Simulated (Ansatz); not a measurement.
The relaxed structure here is a generated cell of B6P: the first start was made by placing the elements on the sites of a structure type, and the end was not matched to a known phase here, so it may be hypothetical.

The end point of a relaxation of B6P. The numbers are results of r2SCAN (plane waves to 500 eV, PAW, scalar-relativistic; Ansatz, an electronic-structure program), not measurements.

```
CELL_PARAMETERS angstrom
      4.14264     0.00000     0.00000
      0.00000     4.14264     0.00000
      0.00000     0.00000     4.14264
ATOMIC_POSITIONS crystal
  P  0.00000 0.00000 0.00000
  B  0.19811 0.50000 0.50000
  B  0.80189 0.50000 0.50000
  B  0.50000 0.50000 0.19811
  B  0.50000 0.50000 0.80189
  B  0.50000 0.19811 0.50000
  B  0.50000 0.80189 0.50000
```

Q: Find the space group and the Wyckoff positions (tolerance 0.01 Å).

A: Space group Pm-3m (No. 221); a = b = c = 4.1426 Å, α = β = γ = 90.00°

```csv
atom,site,symmetry,x,y,z
P,1a,m-3m,0.0000,0.0000,0.0000
B,6f,4m.m,0.1981,0.5000,0.5000
```

This is the AFLOW prototype A6B_cP7_221_f_a (D2_1, as in CaB6).

Q: Give the shortest distances between elements (the closest pairs, up to four, under 3.6 Å).

A: B–B 1.64 Å; B–P 3.04 Å.

The volume per atom comes out as 10.16 Å³, the density is 2.24 g/cm³ and the band gap is zero (metallic).

No spin polarisation in the result. The relaxed primitive cell holds an odd number of electrons. A magnetic state may lie lower.

The run could not lose the symmetry of its start: the end is stationary, and may be a saddle point rather than a minimum.
